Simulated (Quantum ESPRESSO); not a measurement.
# Si2AlPC4: a curve over strain

Computed values, not a measurement. The program is pw.x of Quantum ESPRESSO 7.5 (plane-wave density functional theory). The cell is made up: 8 atoms on a wurtzite lattice, with randomly drawn elements, strain and displacements, not relaxed. PseudoDojo standard norm-conserving files (v0.5 for PBE, v0.4.1 for LDA and PBEsol) set the functional; there is no spin polarisation, spin-orbit coupling or dispersion term, and the masses in the input are unused placeholders.

Seven runs add a strain to one cell (the same along x and y); the atoms follow the cell and are not relaxed. Stress in the table is positive in tension.

Input of the run at +0.0003:

```
&control calculation='scf', pseudo_dir='./dojo.nc.sr.pbe.v0_5.standard.upf', outdir='./o', disk_io='medium', tprnfor=.true., tstress=.true. /
&system ibrav=0, nat=8, ntyp=4, nbnd=22, ecutwfc=82.02448710, nosym=.true., tot_charge=0,
 occupations='smearing', smearing='fd', degauss=0.0018374661
/
&electrons conv_thr=7.350e-09, electron_maxstep=60, /
ATOMIC_SPECIES
Al 1.0 Al.upf
C 1.0 C.upf
P 1.0 P.upf
Si 1.0 Si.upf
CELL_PARAMETERS angstrom
3.1782 -0.0415 -0.0083
-0.0719 5.4564 0.0485
-0.0136 0.0457 5.218
ATOMIC_POSITIONS angstrom
Si 0.035 0.0663 0.0003
Si 1.6341 2.6968 -0.0777
Al 1.5187 0.9244 2.6102
P 0.0153 3.6775 2.7269
C -0.0424 0.0024 1.9351
C 1.6052 2.6771 1.9449
C 1.5959 0.8735 4.6071
C -0.0365 3.667 4.6721
K_POINTS automatic
6 4 4 1 1 1
```

```
added strain  free energy less that of the input shown (eV)  stress xx (GPa)  stress yy (GPa)  stress zz (GPa)  stress xy (GPa)  pressure (GPa)  iterations
     -0.0176                                        -0.0340            -2.20            -4.09            11.42            -7.80           -1.71          13
     -0.0097                                        -0.0421             2.24             0.30            11.62            -7.35           -4.72          12
     -0.0071                                        -0.0369             3.62             1.66            11.68            -7.21           -5.65          12
     +0.0003                                         0.0000             7.36             5.34            11.83            -6.82           -8.18          12
     +0.0110                                         0.1070            12.22            10.17            12.00            -6.29          -11.46          13
     +0.0144                                         0.1527            13.67            11.59            12.04            -6.12          -12.43          13
     +0.0228                                         0.2904            16.96            14.87            12.14            -5.73          -14.66          13
```

A cubic fit gives a slope of stress xx against the added strain of 485 GPa at zero added strain, with the atoms clamped. Across the table the free energy follows the integral of the stress to within 2.7 meV. A rerun of one of the cells at 1347 eV and a 8 x 6 x 6 mesh moved values by no more than 0.002 eV in energy, 0.15 GPa in stress and 0.009 eV/Å in force.